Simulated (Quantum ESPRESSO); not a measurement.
Ag3Hf2W2Sc, one composition in several site orders

Computed values, not a measurement. The program is pw.x of Quantum ESPRESSO 7.5 (plane-wave density functional theory). The cell is made up: eight metal atoms on a face-centred cubic lattice, with elements, volume, strain and displacements drawn at random and not relaxed, so it may be unstable or far from any real phase. PseudoDojo standard norm-conserving files set the functional (PBE unless stated); there is no spin polarisation or spin-orbit coupling, the Fermi-Dirac width of 0.25 eV means electrons at about 2900 K, and the masses in the input are unused placeholders. Heavy elements are run without spin-orbit coupling, which real alloys of them have. A spin test at this wide smearing found no moment, but such smearing suppresses magnetism that the real alloy may have.

The runs put one composition on the sites in different orders. Cell, positions, cutoff, mesh and smearing stay as in the input of run 1; sites are counted in its order. Stress in the tables is positive in tension.

Input of run 1:

```
&control calculation='scf', pseudo_dir='./dojo.nc.sr.pbe.v0_5.standard.upf', outdir='./o', disk_io='minimal', tprnfor=.true., tstress=.true. /
&system ibrav=0, nat=8, ntyp=4, nbnd=74, ecutwfc=82.02448710, nosym=.true., tot_charge=0,
 occupations='smearing', smearing='fd', degauss=0.0183746611
/
&electrons conv_thr=1.470e-08, electron_maxstep=70, mixing_beta=0.5 /
ATOMIC_SPECIES
Ag 1.0 Ag.upf
Hf 1.0 Hf.upf
Sc 1.0 Sc.upf
W 1.0 W.upf
CELL_PARAMETERS angstrom
0.0209 2.1187 2.0875
-4.2162 2.1387 -2.1494
-4.0484 -6.332 6.1966
ATOMIC_POSITIONS angstrom
Ag -0.0782 -0.0804 0.0003
Ag -4.1882 -4.2524 3.9138
Hf -4.0989 -2.1852 1.9968
Ag -4.2238 0.0938 -0.195
W -2.0075 -2.0811 4.1786
W -2.127 -0.0525 2.197
Sc -2.0394 2.2064 -0.0087
Hf -6.1039 -2.0916 4.0305
K_POINTS automatic
8 5 3 1 1 1
```

| run | elements on sites 1 to 8 | free energy less that of run 1 (eV) | -TS (eV) | pressure (GPa) | stress xx (GPa) | stress yy (GPa) | stress zz (GPa) | stress yz (GPa) | stress xz (GPa) | stress xy (GPa) | iterations |
| --- | --- | --- | --- | --- | --- | --- | --- | --- | --- | --- | --- |
| 1 | Ag Ag Hf Ag W W Sc Hf | 0.000 | -1.458 | 3.76 | -6.28 | -2.39 | -2.61 | -0.31 | 2.29 | -1.51 | 17 |
| 2 | Hf Hf Ag Ag W Ag Sc W | 0.703 | -1.505 | 4.55 | -7.09 | -2.85 | -3.72 | 0.94 | 0.34 | -0.17 | 19 |
| 3 | W Hf Ag Hf W Ag Ag Sc | 0.752 | -1.521 | 2.94 | -3.40 | -2.48 | -2.94 | 1.14 | -1.04 | 1.41 | 19 |
| 4 | Ag Sc Ag Ag W Hf Hf W | 0.739 | -1.515 | 2.66 | -7.02 | -0.03 | -0.94 | -0.38 | 3.24 | -2.04 | 19 |
| 5 | Ag W Sc W Hf Hf Ag Ag | 1.111 | -1.521 | 5.83 | -6.84 | -5.14 | -5.51 | 2.62 | 1.46 | 0.04 | 18 |
| 6 | Ag Sc Ag Hf W Hf W Ag | 0.516 | -1.489 | 4.04 | -5.99 | -2.92 | -3.20 | 1.83 | -0.82 | 1.63 | 19 |

Forces Fx Fy Fz (eV/Å):

```
site             run 1              run 2             run 3              run 4              run 5             run 6
   1   0.13 0.41 -0.03    0.93 0.78 -0.23   0.28 0.86 -0.45    0.52 0.68 -0.30    0.36 0.72 -0.49   0.54 0.93 -0.64
   2   1.02 -0.47 1.32     2.45 0.39 0.82   2.07 -0.82 1.81     1.96 0.41 0.75     1.19 0.04 0.95   0.62 -0.15 0.96
   3   0.52 1.61 -0.80   -0.36 0.81 -0.30  -0.17 0.80 -0.28    -0.68 0.57 0.09    -1.40 0.24 0.84   -0.99 0.41 0.27
   4   0.27 -0.51 0.85    0.07 -0.62 0.98   0.03 -0.53 1.12    0.33 -0.55 1.08    0.54 -0.76 1.32   1.24 -0.70 1.38
   5   0.34 0.12 -0.76    0.11 -1.31 0.81  0.11 -0.29 -0.26    0.70 -0.98 0.36    0.03 -1.12 0.14  0.83 -0.36 -0.35
   6  0.36 -0.26 -0.29   -0.07 0.27 -0.75  -0.05 0.56 -1.16    0.07 0.11 -0.88    0.82 1.64 -2.56  -0.53 0.64 -1.54
   7  -0.38 -0.98 0.33  -1.36 -0.88 -0.13  -0.50 -0.83 0.01  -1.26 -0.62 -0.25  -0.33 -0.51 -0.14  -0.67 -0.76 0.18
   8  -2.25 0.09 -0.62   -1.76 0.56 -1.19  -1.77 0.26 -0.80   -1.64 0.38 -0.84  -1.23 -0.25 -0.06  -1.03 0.00 -0.26
```

The sites are displaced and not relaxed, so the energy differences mix bonding between neighbours with strain and are not ordering energies. A rerun of one cell of this series at a higher cutoff and on a denser mesh moved values by no more than 0.006 eV in energy, 0.09 GPa in stress and 0.005 eV/Å in force, and a second program with other atomic files agreed on that cell to 2 % rms in force and 0.5 GPa in pressure.